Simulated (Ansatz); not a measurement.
**TaO5, before and after**

Recipe of this trial structure of TaO5: random cell by space group and Wyckoff sites (P4/mmm, No. 123). Lengths were set from tabulated atomic sizes, so they are only a guess.

start.cif

```cif
data_structure
_symmetry_space_group_name_H-M 'P4/mmm'
_symmetry_Int_Tables_number 123
_cell_length_a 3.8562
_cell_length_b 3.8562
_cell_length_c 4.6386
_cell_angle_alpha 90.000
_cell_angle_beta 90.000
_cell_angle_gamma 90.000
_cell_volume 68.98
loop_
_atom_site_label
_atom_site_type_symbol
_atom_site_symmetry_multiplicity
_atom_site_Wyckoff_symbol
_atom_site_fract_x
_atom_site_fract_y
_atom_site_fract_z
_atom_site_occupancy
Ta1 Ta 1 a 0.00000 0.00000 0.00000 1
O1 O 2 h 0.50000 0.50000 0.17783 1
O2 O 2 e 0.00000 0.50000 0.50000 1
O3 O 1 b 0.00000 0.00000 0.50000 1
```

Theory: DFT PBE, scalar-relativistic, plane waves, PAW in Ansatz 0.2.0. Cutoff 420 eV, Gaussian smearing, Γ-centred meshes. Cell and atoms relax first on a coarse mesh and then on a finer one. In between, the cell is made exact in the group found at 0.06 Å. In metals the finer mesh still leaves noise of several meV/atom or more. The steps can't lower the symmetry of their start. Collinear spin is switched on along the way, since trial moments persisted in a coarse test.

end.cif

```cif
data_structure
_symmetry_space_group_name_H-M 'P4/mmm'
_symmetry_Int_Tables_number 123
_cell_length_a 4.7115
_cell_length_b 4.7115
_cell_length_c 3.6856
_cell_angle_alpha 90.000
_cell_angle_beta 90.000
_cell_angle_gamma 90.000
_cell_volume 81.82
loop_
_atom_site_label
_atom_site_type_symbol
_atom_site_symmetry_multiplicity
_atom_site_Wyckoff_symbol
_atom_site_fract_x
_atom_site_fract_y
_atom_site_fract_z
_atom_site_occupancy
Ta1 Ta 1 a 0.00000 0.00000 0.00000 1
O1 O 2 h 0.50000 0.50000 0.16454 1
O2 O 2 e 0.00000 0.50000 0.50000 1
O3 O 1 b 0.00000 0.00000 0.50000 1
```

The symmetry stays P4/mmm (No. 123). The volume per atom grows by 18.6 %, from 11.5 to 13.6 Å³. The shortest distance goes from 1.65 Å (O–O) to 1.21 Å (O–O). The ratio c/a of the conventional cell changes by a factor of 0.65. The energy falls by about 0.59 eV/atom (the start's value is from the coarse mesh).

| Quantity | Value |
| --- | --- |
| Volume per atom | 13.64 Å³ |
| Density | 5.30 g/cm³ |
| Formation energy | +0.46 eV/atom |
| Gap on the 8×8×10 mesh of the 6-atom cell | 0 eV (a metal) |
| Net moment per atom | 0.17 μB |
| Moment by site | Ta -0.4; O -0.5 (×2), 0.8 (×2), 0.2 μB |

The zero of energy is the elements' standard structures at the same level (O₂ as a molecule); no fitted shifts are applied. It can't be a ground state, since the elements alone are lower.

The last run used collinear spin and Gaussian smearing of 0.10 eV. These runs have no spin–orbit coupling, which can matter for Ta. Another magnetic order may lie lower. Symmetry constrained the relaxation, so the result can be a saddle point. In all, the 4 runs took 3.4 min on 1 thread of Intel(R) Xeon(R) 6975P-C (Granite Rapids), on a shared host. Another cell of TaO5 relaxed alike, in P-6m2, lies 0.46 eV/atom lower, so this cell isn't the stable form at this level. Site moments count only spheres around the atoms; the net moment includes the space between them.
